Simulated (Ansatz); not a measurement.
Start of a relaxation of LiIn4:

```cif
data_structure
_symmetry_space_group_name_H-M 'P-3m1'
_symmetry_Int_Tables_number 164
_cell_length_a 3.3880
_cell_length_b 3.3880
_cell_length_c 12.6736
_cell_angle_alpha 90.000
_cell_angle_beta 90.000
_cell_angle_gamma 120.000
_cell_volume 125.98
loop_
_atom_site_label
_atom_site_type_symbol
_atom_site_symmetry_multiplicity
_atom_site_Wyckoff_symbol
_atom_site_fract_x
_atom_site_fract_y
_atom_site_fract_z
_atom_site_occupancy
Li1 Li 1 b 0.00000 0.00000 0.50000 1
In1 In 2 d 0.33333 0.66667 0.89794 1
In2 In 2 d 0.33333 0.66667 0.30617 1
```

All numbers below come from Ansatz 0.2.0, DFT PBE, scalar-relativistic, plane waves, PAW. Cutoff 420 eV, Gaussian smearing, Γ-centred meshes. Cell and atoms relax first on a coarse mesh and then on a finer one. In between, the cell is made exact in the group found at 0.06 Å. In metals the finer mesh still leaves noise of several meV/atom or more. The steps can't lower the symmetry of their start. No spin polarisation.

A guess keeps its type if space group and coordination stay and the shape of the cell changes little (axis ratios within about 15 %, angles within 6°); the volume may change.

Question: Does this structure survive the relaxation?

Answer: It keeps its type. The symmetry stays P-3m1 (No. 164). The volume per atom stays near 25.3 Å³. The shortest distance goes from 3.14 Å (Li–In) to 3.02 Å (Li–In). The ratio c/a of the conventional cell changes by a factor of 1.01. Counting neighbours within 15 % of an atom's shortest distance, the start has In 12, Li 12 and the end In 12, Li 12.

Energies over the elements count from the elements' standard structures at the same level, with no fitted energy shifts.

Question: At what energy does it end?

Answer: −0.06 eV/atom. A negative formation energy is needed for stability but isn't enough: competing phases decide.

The last run used a 12×12×4 mesh (in the run's order of axes) for its 5-atom cell and Gaussian smearing of 0.10 eV. A structure relaxed within its symmetry needn't be a true minimum.
